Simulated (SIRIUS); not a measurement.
SIRIUS run on C (P6_3/mmc, 4 atoms in the cell; from Materials Project mp-48): self-consistent single point.

Computed with LDA (PW92), GBRV LDA ultrasoft pseudopotentials (plane waves; SIRIUS 7.12.0).

```xyz
4
Lattice="2.4673 0.0000 0.0000 -1.2336 2.1367 0.0000 0.0000 0.0000 7.8031" Properties=species:S:1:pos:R:3 pbc="T T T"
C      0.0000     0.0000     1.9508
C      0.0000     0.0000     5.8523
C      0.0000     1.4245     1.9508
C      1.2336     0.7122     5.8523
```

Reference input (self-consistent single point, DFT, LDA (PW92), plane waves, GBRV LDA ultrasoft pseudopotentials): parameters.ngridk = 12 12 4; parameters.xc_functionals = [XC_LDA_X, XC_LDA_C_PW]; parameters.gk_cutoff = 6.325 1/bohr; parameters.pw_cutoff = 14.143 1/bohr; parameters.smearing = fermi_dirac; parameters.smearing_width = 0.00183747 Ha; potentials = GBRV LDA ultrasoft pseudopotentials; parameters.electronic_structure_method = pseudopotential; parameters.num_bands = 12; parameters.num_mag_dims = 0; parameters.num_dft_iter = 100; parameters.energy_tol = 1e-07 Ha. This run's input differs from it in these lines:

```diff
@@ -22,4 +22,4 @@
     "num_dft_iter": 100,
-    "energy_tol": 1e-07,
-    "density_tol": 1e-06
+    "energy_tol": 0.01,
+    "density_tol": 0.01
   },
```

Output, abridged:

```
[find] density tolerance         : 0.01
[find] total energy tolerance    : 0.01
[find] iter_solver_tol (initial) : 0.01
[find] iter_solver_tol (target)  : 1e-13
[find] num_dft_iter              : 100
Charges and magnetic moments
--------------------------------------------------------------------------------
total charge          : 16.000000
[find] | SCF iteration   0 out of 100|
[diagonalize] iterative solver tolerance (occupied, empty): 0.01 0.01
[diagonalize] average number of iterations: 2.10526
[find] Charges and magnetic moments
[find] total charge          : 16.000000
[find] Energy
   [... lines left out ...]

[find] Charges and magnetic moments
[find] total charge          : 16.000000
[find] Energy
[find] smearing (-TS)                 :      -0.00009466
[find] Total energy                   :     -23.05386406 (Ha),     -46.10772811 (Ry)
[find] Free energy (E-TS)             :     -23.05395872 (Ha),     -46.10791744 (Ry)
[find] band gap (eV)                  :       0.00000000
[find] Efermi                         :       0.18908919
[find] iteration : 5, RMS (target) : 4.0254e-03 (1.0000e-02) , energy difference (target) : -1.1375e-04 (1.0000e-02)
[find] bands are converged : true
[find] iterative solver converged : false
[find] converged after 6 SCF iterations!
[find] Charges and magnetic moments
[find] total charge          : 16.000000
[find] Energy
[find] smearing (-TS)                 :      -0.00009466
[find] Total energy                   :     -23.05386406 (Ha),     -46.10772811 (Ry)
[find] Free energy (E-TS)             :     -23.05395872 (Ha),     -46.10791744 (Ry)
[find] band gap (eV)                  :       0.00000000
[find] Efermi                         :       0.18908919
[ground_state] === stress tensor components [kbar] ===
[ground_state] === stress_total ===
[ground_state]   105.535983    0.000000   -0.000000
[ground_state]     0.000000  105.535965   -0.000000
[ground_state]    -0.000000   -0.000000   11.270457
[ground_state] ==== total Forces in Ha/bohr =====
[ground_state] atom:    0, force:      -0.0000000      0.0000000     -0.0000000
   [... zero for the other atoms too ...]
```

The run converged in 6 iterations. SIRIUS prints the stress tensor with tension positive. Against the reference run the free energy stays essentially unchanged (within 1 meV/atom) and the pressure goes from -7.65 to -7.41 GPa.

This run is one point of a test of settings, so its values need not be converged; read them against the reference run alone. The structure comes from a collection of computed structures, made at another level of theory; the collection holds predicted forms beside known ones. No clean gap shows at this smearing width and mesh (spacing up to 0.25 Å⁻¹); the mesh is coarse for partly filled bands, so the values carry mesh errors. Semi-local functionals can close small gaps.

Cost on one core: roughly 11 core-seconds.
